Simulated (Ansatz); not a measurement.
Eu (bcc, W type)

```xyz
1
Lattice="-2.2250 2.2250 2.2250 2.2250 -2.2250 2.2250 2.2250 2.2250 -2.2250" Properties=species:S:1:pos:R:3 pbc="T T T"
Eu     0.0000     0.0000     0.0000
```

E(V) scan at fixed shape, V₀ the volume above. Symmetry pins the atoms to their sites.

Method: r2SCAN (plane waves to 500 eV, PAW, scalar-relativistic; Ansatz, a quantum-chemistry and plane-wave program). k mesh 15×15×15 (Γ-centred), Fermi-Dirac smearing 0.05 eV. The energy includes the smearing's −TS. Eu was relaxed with its symmetry unable to fall. Relaxed Eu ends ferromagnetic. The PAW data are Ansatz's earlier set. The relaxed volume of Eu is well below the measured one. The magnetic order is the one the run started from; other orders were not tried. The f-shell state is unchecked: a lower one may exist. The zero of ΔE is the relaxed starting cell. The last digit holds for this mesh only.

```csv
V (Å³/atom),ΔE (meV/atom)
39.653,23.0
40.755,12.5
41.856,5.3
42.957,1.3
44.059,0.0
45.160,1.2
46.262,4.6
47.363,9.9
48.465,17.0
```

### Question
What bulk modulus B₀ follows from a third-order Birch-Murnaghan fit?

### Answer
14.3 GPa.

### Question
What is the fitted pressure derivative B₀′?

### Answer
3.5.

(Under strain, the slope of the energy per volume gives the stress and its curvature an elastic modulus.)
